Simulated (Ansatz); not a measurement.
## TiPd: from a starting cell to a relaxed one

The start is a relaxed TiPd cell, doubled along one cell vector, shaken by Gaussian noise of σ = 0.08 Å a coordinate. The cell and all atomic positions are relaxed at zero pressure with PBEsol (plane waves to 420 eV, PAW, scalar-relativistic; Ansatz, a quantum-chemistry and plane-wave program). The first steps use a coarse 9×9×6 k-mesh.

Input geometry:
```
CELL_PARAMETERS angstrom
     -1.92086     1.92086     4.07031
      1.92086    -1.92086     4.07031
      3.84172     3.84172    -8.14061
ATOMIC_POSITIONS crystal
  Ti 0.79725 0.25352 0.27511
  Ti 0.73551 0.22725 0.72658
  Ti 0.01003 0.98967 0.98073
  Ti 0.99562 0.96671 0.50712
  Pd 0.52199 0.47664 0.00249
  Pd 0.46425 0.46213 0.48537
  Pd 0.22708 0.79895 0.24947
  Pd 0.24435 0.73137 0.74062
```

```yaml
initial_pressure: "+5.1 GPa (positive: the cell is compressed)"
largest_initial_force: 3.64 eV/Å, on Pd7 (atoms numbered as listed)
energy_released: 0.13 eV/atom
relative_to_the_parent: It returns to the parent structure, I4₁/amd (No. 141)
band_gap_at_the_end: zero (metallic)
optimiser_moves: 6
```

Relaxed structure:

```cif
data_Pd4Ti4
_chemical_formula_sum 'Ti4 Pd4'
_space_group_name_H-M_alt 'I41/amd :1'
_space_group_IT_number 141
_space_group_name_Hall 'I 4bw 2bw -1bw'
_cell_length_a 3.84174
_cell_length_b 3.84174
_cell_length_c 8.13958
_cell_angle_alpha 90.000
_cell_angle_beta 90.000
_cell_angle_gamma 90.000
loop_
_atom_site_label
_atom_site_type_symbol
_atom_site_symmetry_multiplicity
_atom_site_Wyckoff_symbol
_atom_site_fract_x
_atom_site_fract_y
_atom_site_fract_z
_atom_site_occupancy
Ti1 Ti 4 a 0.00000 0.00000 0.00000 1
Pd1 Pd 4 b 0.00000 0.00000 0.50000 1
```
(The calculation used a cell of 4 atoms; values per cell refer to that cell.)

Final values are on a 17×17×17 k-mesh of the relaxed cell. No spin polarisation in the result.

The relaxed structure here is a generated cell of TiPd: the first start was made by placing the elements on the sites of a structure type, and the end was not matched to a known phase here, so it may be hypothetical.
